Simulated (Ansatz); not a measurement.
**Is this Cd₃HgSe₄ structure a true minimum?**

The structure comes from a generated guess, relaxed at this level; another structure or a mixture of phases may lie lower.

Computed with Ansatz 0.2.0, DFT PBE, scalar-relativistic, plane waves, PAW. Settings: cutoff 420 eV, Γ-centred mesh 6×6×6 on the computed 8-atom cell, Gaussian smearing of 0.01 eV; no spin polarisation.

The cell below (8 atoms, space group P-43m (No. 215)) is relaxed within its symmetry.

```
CELL_PARAMETERS angstrom
6.21197 0.00000 0.00000
0.00000 6.21197 0.00000
0.00000 0.00000 6.21197
ATOMIC_POSITIONS crystal
Cd 0.50000 0.00000 0.00000
Cd 0.00000 0.00000 0.50000
Cd 0.00000 0.50000 0.00000
Hg 0.50000 0.50000 0.50000
Se 0.75181 0.24819 0.75181
Se 0.75181 0.75181 0.24819
Se 0.24819 0.24819 0.24819
Se 0.24819 0.75181 0.75181
```

For the test it was strained at random (σ = 1.5 % a component), the atoms were moved at random (σ = 0.15 Å), and all was relaxed again on a coarse 4×4×4 mesh (in the run’s order of axes) with 0.20 eV smearing, with no symmetry imposed.

Spin–orbit coupling, which can matter for Hg, is left out.

Question: Is the structure stable against such a distortion?

Answer: It returns, within 1 meV/atom of the unmoved cell on that mesh and with the same symmetry when read at 0.1 Å (P1 at 0.01 Å, so small strains and shifts remain). So it is stable against the distortions that fit this cell and that this random move excites. Modes that don't fit the cell aren't tested.
